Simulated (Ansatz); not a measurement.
The elements of this relaxed trial crystal are hidden behind letters.

```
lattice vectors (Å)
   3.7389   -2.1590    0.0000
   3.7389    2.1590    0.0000
  -2.4207    0.0000    9.4759
fractional positions
X 0.7350 0.7350 0.2025
X 0.2650 0.2650 0.7975
Z 0.5000 0.1666 0.5000
Z 0.1666 0.8334 0.5000
Z 0.8334 0.5000 0.5000
Z 0.5000 0.8334 0.5000
Z 0.1666 0.5000 0.5000
Z 0.8334 0.1666 0.5000
```

These are results of Ansatz 0.2.0, DFT PBE, scalar-relativistic, plane waves, PAW, not measurements. Plane waves to 420 eV, a 10×10×4 mesh through Γ for the 8-atom cell and 0.10 eV Gaussian smearing; no spin polarisation.

* Space group: C2/m (No. 12)
* Conventional cell: a = 7.478 Å, b = 4.318 Å, c = 9.780 Å, β = 104.3°
* Volume per atom: 19.12 Å³
* Density: 1.63 g/cm³
* Formation energy: −0.02 eV/atom
* Gap on the 10×10×4 mesh of the 8-atom cell: 0 eV (a metal)

Energies are uncorrected and count from the elements' standard states at the same level.

Question: X is an s-block element of period 4 and Z is a p-block element of period 2. Which elements are they?

Answer: X = K, Z = C, so the formula is KC3. Density times volume gives a mean mass of 1.63 × 19.12/1.6605 = 18.8 u per atom, and this set has 18.8 u. Among the elements that the hints allow, noble gases aside, only these give it. K is surrounded by 6 C at 3.16–3.17 Å; around C on a site of symmetry 1 lie 3 C at 1.44 Å, 6 C at 2.49 Å, 3 C at 2.88 Å and 2 K at 3.16–3.17 Å; C on a site of symmetry 2 is surrounded by 3 C at 1.44 Å, 6 C at 2.49 Å, 3 C at 2.88 Å and 2 K at 3.17 Å.

Symmetry constrained the relaxation, so the result can be a saddle point.
